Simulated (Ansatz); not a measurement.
ZnO:
```cif
data_O2Zn2
_chemical_formula_sum 'Zn2 O2'
_space_group_name_H-M_alt 'P 1'
_space_group_IT_number 1
_cell_length_a 3.27935
_cell_length_b 3.27935
_cell_length_c 5.29369
_cell_angle_alpha 90.000
_cell_angle_beta 90.000
_cell_angle_gamma 120.000
loop_
_space_group_symop_operation_xyz
  'x, y, z'
loop_
_atom_site_label
_atom_site_type_symbol
_atom_site_fract_x
_atom_site_fract_y
_atom_site_fract_z
_atom_site_occupancy
Zn1 Zn 0.66667 0.33333 0.00213 1
Zn2 Zn 0.33333 0.66667 0.50213 1
O1 O 0.66667 0.33333 0.62307 1
O2 O 0.33333 0.66667 0.12307 1
```

Relaxed with PBE.

**Question.** Decompose the optical modes at the zone centre into irreducible representations, and say which are infrared and Raman allowed.

**Answer.** Point group 6mm: Γ_opt = A1 + 2B1 + E1 + 2E2. Infrared: A1, E1. Raman: A1, E1, E2.

**Question.** Assign frequencies (DFPT, PBE (plane waves, PAW; program Ansatz); without the LO–TO term).

**Answer.** E2 91, B1 245, A1 343, E1 364, E2 394, B1 508 cm⁻¹.

Subscripts of B labels follow the axes of the standard setting.

Space group P6_3mc (wurtzite). The PBE relaxation kept the symmetry of its start; phonons on a q-mesh show no instability.

Potentials: the later of the program's two PAW sets.
